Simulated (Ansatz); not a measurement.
**A sublattice moved along a line in BN**

Method: Ansatz, DFT r2SCAN, scalar-relativistic, plane waves, PAW. Settings: plane waves to 500 eV, k-mesh 12×12×6 (Γ-centred), Gaussian smearing 0.05 eV. No spin polarisation. Energies are free energies at this smearing, counted from the undisturbed cell; pressure is positive in compression.

The starting cell (as given, not relaxed at this level; it stands at -4.7 GPa; this wurtzite form isn't the usual structure):

```
B N
1.0
     2.55394    0.00000    0.00000
    -1.27697    2.21178    0.00000
     0.00000    0.00000    4.22685
B N
2 2
Cartesian
  1.2770 0.7373 4.2257
  0.0000 1.4745 2.1123
  1.2770 0.7373 2.6430
  0.0000 1.4745 0.5295
```

Every N atom is moved by x along the Cartesian unit vector (0.000, 0.000, 1.000); the cell and all other atoms stay fixed.

| x (Å) | ΔE (meV/cell) |
| --- | --- |
| -0.3000 | 1143.7 |
| -0.2250 | 760.2 |
| -0.1500 | 391.1 |
| -0.0750 | 110.2 |
| 0.0000 | 0.0 |
| 0.0750 | 146.3 |
| 0.1500 | 635.8 |
| 0.2250 | 1559.8 |
| 0.2625 | 2217.0 |
| 0.3000 | 3025.7 |

Task: Predict the pressure (GPa) at each point.

Result:
| x (Å) | pressure (GPa) |
| --- | --- |
| -0.3000 | 12.4 |
| -0.2250 | 7.0 |
| -0.1500 | 1.7 |
| -0.0750 | -2.6 |
| 0.0000 | -4.7 |
| 0.0750 | -3.7 |
| 0.1500 | 1.7 |
| 0.2250 | 12.9 |
| 0.2625 | 21.3 |
| 0.3000 | 31.7 |